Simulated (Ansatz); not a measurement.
## Band table of TlBi

```yaml
crystal:
  lattice:
    - [3.36674, 0.00000, 0.00000]
    - [0.00000, 3.36674, 0.00000]
    - [0.00000, 0.00000, 3.36674]
  atoms:
    - { symbol: Tl, position: [0.00000, 0.00000, 0.00000] }
    - { symbol: Bi, position: [0.50000, 0.50000, 0.50000] }
```

The base volume is that of a database entry, so it needn't be at zero pressure; the structure needn't be the stable phase, at rest or compressed.

Level of theory: DFT with PBEsol, scalar-relativistic, in Ansatz 0.2.0; a Γ-centred 9×9×9 k mesh, Fermi–Dirac smearing of 0.05 eV, no spin polarisation. LAPW: all electrons, basis error target 1 meV/atom.

This run: volume at 0.6 of the series' base cell.

Spin–orbit coupling is left out, which matters for the heavy atoms.

Path points, in fractions of the reciprocal vectors: Γ (0.000, 0.000, 0.000), X (0.000, 0.500, 0.000), M (0.500, 0.500, 0.000), R (0.500, 0.500, 0.500). The distance column jumps between branches of the path. Levels in eV from the Fermi level; bands 23 to 42, counted from the lowest band of the run. The gap is zero, the pressure 61.0 GPa.

```
# k(1/Å) point b23 b24 b25 b26 b27 b28 b29 b30 b31 b32 b33 b34 b35 b36 b37 b38 b39 b40 b41 b42
0.000 Γ -23.59 -23.59 -23.36 -23.36 -23.36 -16.31 -12.89 -12.89 -12.20 -12.20 -12.20 -2.28 -1.29 -1.29 -1.29 5.65 5.65 11.30 11.30 11.30
0.156 - -23.59 -23.57 -23.37 -23.37 -23.36 -16.20 -12.89 -12.87 -12.23 -12.23 -12.20 -3.50 -1.13 -1.13 -0.39 5.67 6.16 10.99 11.26 11.26
0.311 - -23.58 -23.53 -23.38 -23.38 -23.36 -15.89 -12.90 -12.79 -12.31 -12.31 -12.21 -5.23 -0.65 -0.65 0.47 5.72 7.56 9.91 10.29 10.45
0.467 - -23.58 -23.47 -23.39 -23.39 -23.35 -15.39 -12.90 -12.69 -12.41 -12.41 -12.22 -6.92 0.12 0.12 1.10 5.80 7.91 8.93 8.93 9.52
0.622 - -23.57 -23.41 -23.41 -23.41 -23.35 -14.72 -12.90 -12.63 -12.52 -12.52 -12.23 -8.45 1.10 1.10 1.70 5.91 6.14 7.30 7.30 8.86
0.778 - -23.56 -23.42 -23.42 -23.37 -23.34 -13.96 -12.90 -12.70 -12.59 -12.59 -12.24 -9.61 2.22 2.22 2.42 4.65 5.79 5.79 6.01 8.41
0.933 X -23.56 -23.43 -23.43 -23.36 -23.34 -13.45 -12.91 -12.90 -12.61 -12.61 -12.24 -10.07 2.95 2.95 3.14 3.65 4.92 4.92 6.06 8.24
1.089 - -23.55 -23.44 -23.43 -23.35 -23.35 -13.58 -12.88 -12.83 -12.60 -12.39 -12.25 -10.01 1.03 2.28 2.98 4.41 5.02 5.71 6.88 8.89
1.244 - -23.53 -23.46 -23.43 -23.37 -23.33 -13.80 -12.83 -12.63 -12.55 -12.27 -11.88 -9.79 -1.03 0.34 3.04 4.94 5.30 6.15 8.87 10.62
1.400 - -23.50 -23.50 -23.43 -23.39 -23.30 -13.98 -12.77 -12.49 -12.36 -12.31 -11.22 -9.38 -2.97 -1.59 3.14 5.31 5.73 6.24 10.91 12.67
1.555 - -23.53 -23.48 -23.44 -23.42 -23.26 -14.11 -12.71 -12.43 -12.34 -12.11 -10.43 -8.73 -4.72 -3.40 3.23 5.69 6.22 6.23 10.83 12.48
1.711 - -23.56 -23.47 -23.44 -23.44 -23.22 -14.18 -12.66 -12.39 -12.36 -11.94 -9.56 -7.81 -6.18 -5.03 3.31 6.03 6.20 6.65 10.12 12.06
1.866 M -23.57 -23.46 -23.44 -23.44 -23.21 -14.20 -12.64 -12.37 -12.37 -11.88 -9.02 -6.92 -6.92 -6.16 3.34 6.18 6.18 6.83 9.83 11.91
2.086 - -23.55 -23.47 -23.44 -23.43 -23.24 -14.17 -12.68 -12.40 -12.36 -11.99 -10.13 -7.35 -6.60 -4.06 3.22 5.74 6.43 6.61 10.30 11.88
2.306 - -23.50 -23.49 -23.42 -23.41 -23.31 -14.19 -12.76 -12.43 -12.33 -12.24 -11.66 -7.13 -5.74 -0.93 2.47 4.91 6.93 7.16 10.77 11.79
2.526 - -23.52 -23.45 -23.40 -23.40 -23.38 -14.70 -12.82 -12.51 -12.43 -12.37 -12.29 -6.52 -4.52 1.18 2.51 4.09 8.25 8.31 9.65 10.27
2.746 - -23.55 -23.50 -23.40 -23.38 -23.37 -15.51 -12.84 -12.72 -12.39 -12.35 -12.24 -5.45 -3.13 -0.07 2.61 6.46 7.21 8.08 9.78 10.09
2.966 - -23.58 -23.56 -23.37 -23.37 -23.36 -16.10 -12.88 -12.85 -12.26 -12.25 -12.21 -3.90 -1.87 -0.97 0.60 5.96 6.37 10.07 11.08 11.35
3.186 Γ -23.59 -23.59 -23.36 -23.36 -23.36 -16.31 -12.89 -12.89 -12.20 -12.20 -12.20 -2.28 -1.29 -1.29 -1.29 5.65 5.65 11.30 11.30 11.30
3.455 - -23.56 -23.56 -23.37 -23.37 -23.37 -16.00 -12.85 -12.85 -12.29 -12.24 -12.24 -4.15 -1.71 -1.71 1.49 6.40 6.40 10.02 10.20 10.20
3.725 - -23.49 -23.49 -23.40 -23.40 -23.39 -15.16 -12.71 -12.71 -12.37 -12.37 -12.36 -5.60 -2.54 -2.54 4.91 6.17 7.38 7.38 8.31 8.31
3.994 - -23.45 -23.44 -23.44 -23.40 -23.40 -14.24 -12.63 -12.63 -12.42 -12.42 -11.80 -6.43 -3.21 -3.21 1.68 4.64 4.64 8.57 10.79 10.79
4.263 - -23.50 -23.48 -23.48 -23.30 -23.30 -13.71 -12.86 -12.86 -12.17 -12.17 -10.33 -6.71 -3.38 -3.38 -1.21 2.15 2.15 5.87 13.69 13.69
4.533 - -23.52 -23.51 -23.51 -23.23 -23.23 -13.34 -13.06 -13.06 -11.95 -11.95 -9.55 -5.54 -2.92 -2.92 -2.77 0.04 0.04 1.88 16.78 16.78
4.802 R -23.52 -23.52 -23.52 -23.21 -23.21 -13.15 -13.15 -13.15 -11.86 -11.86 -9.63 -4.20 -2.16 -2.16 -2.16 -1.27 -1.27 -1.27 18.88 18.88
5.022 - -23.52 -23.51 -23.51 -23.23 -23.21 -13.29 -13.10 -13.07 -11.94 -11.89 -9.54 -5.10 -3.39 -2.91 -1.99 -1.00 0.53 0.87 17.22 17.76
5.242 - -23.52 -23.50 -23.48 -23.30 -23.24 -13.58 -12.99 -12.86 -12.15 -11.99 -9.64 -6.90 -3.95 -2.55 -1.48 -0.22 3.03 3.78 14.58 15.33
5.462 - -23.50 -23.47 -23.44 -23.39 -23.28 -13.79 -12.85 -12.63 -12.42 -12.15 -10.32 -8.42 -3.23 -1.60 -0.61 0.97 5.59 6.77 11.97 13.11
5.682 - -23.48 -23.47 -23.45 -23.39 -23.32 -13.83 -12.72 -12.67 -12.57 -12.29 -11.28 -9.43 -1.59 -0.14 0.60 2.44 7.11 8.67 9.48 11.06
5.902 - -23.54 -23.44 -23.43 -23.36 -23.35 -13.65 -12.84 -12.79 -12.64 -12.26 -12.16 -9.93 0.57 1.80 2.02 4.01 5.60 7.00 7.26 9.23
6.122 X -23.56 -23.43 -23.43 -23.36 -23.34 -13.45 -12.91 -12.90 -12.61 -12.61 -12.24 -10.07 2.95 2.95 3.14 3.65 4.92 4.92 6.06 8.24
7.441 R -23.52 -23.52 -23.52 -23.21 -23.21 -13.15 -13.15 -13.15 -11.86 -11.86 -9.63 -4.20 -2.16 -2.16 -2.16 -1.27 -1.27 -1.27 18.88 18.88
7.597 - -23.52 -23.51 -23.51 -23.22 -23.21 -13.24 -13.11 -13.11 -11.92 -11.87 -9.57 -4.53 -3.14 -3.14 -1.91 -0.67 -0.18 -0.18 18.14 18.14
7.752 - -23.53 -23.50 -23.50 -23.27 -23.21 -13.48 -12.99 -12.99 -12.06 -11.87 -9.42 -5.11 -4.33 -4.33 -1.19 0.69 1.33 1.33 16.51 16.51
7.908 - -23.54 -23.48 -23.48 -23.33 -23.21 -13.75 -12.81 -12.81 -12.26 -11.87 -9.26 -5.59 -5.36 -5.36 -0.06 2.40 2.89 2.89 14.74 14.94
8.063 - -23.55 -23.46 -23.46 -23.40 -23.21 -13.99 -12.60 -12.60 -12.45 -11.88 -9.12 -6.19 -6.19 -5.92 1.32 4.25 4.40 4.40 12.54 13.53
8.219 - -23.56 -23.45 -23.45 -23.45 -23.21 -14.15 -12.59 -12.44 -12.44 -11.88 -9.04 -6.73 -6.73 -6.10 2.68 5.64 5.64 5.98 10.67 12.40
8.375 M -23.57 -23.46 -23.44 -23.44 -23.21 -14.20 -12.64 -12.37 -12.37 -11.88 -9.02 -6.92 -6.92 -6.16 3.34 6.18 6.18 6.83 9.83 11.91
```
